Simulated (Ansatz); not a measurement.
Input:

NaCl:
```yaml
crystal:
  lattice:
    - [0.00000, 2.80075, 2.80075]
    - [2.80075, 0.00000, 2.80075]
    - [2.80075, 2.80075, 0.00000]
  atoms:
    - { symbol: Cl, position: [0.00000, 0.00000, 0.00000] }
    - { symbol: Na, position: [0.50000, 0.50000, 0.50000] }
```

This is the PBEsol-relaxed structure.

Problem. All from the program Ansatz at the PBEsol level (PAW), unless another level is named. Give the Debye temperature from the elastic constants.

Solution. 311 K.

Problem. Next, the vibrational entropy at 300 K?

Solution. 36.3 J/(K·mol of atoms).

Problem. Predict the elastic constants (relaxed ions, GPa).

Solution. C11 = 54.9, C12 = 11.4, C44 = 12.1.

Space group Fm-3m (rock salt). Symmetry was held in the PBEsol relaxation; phonons on a q-mesh show no instability.

Potentials: the later of the program's two PAW sets.
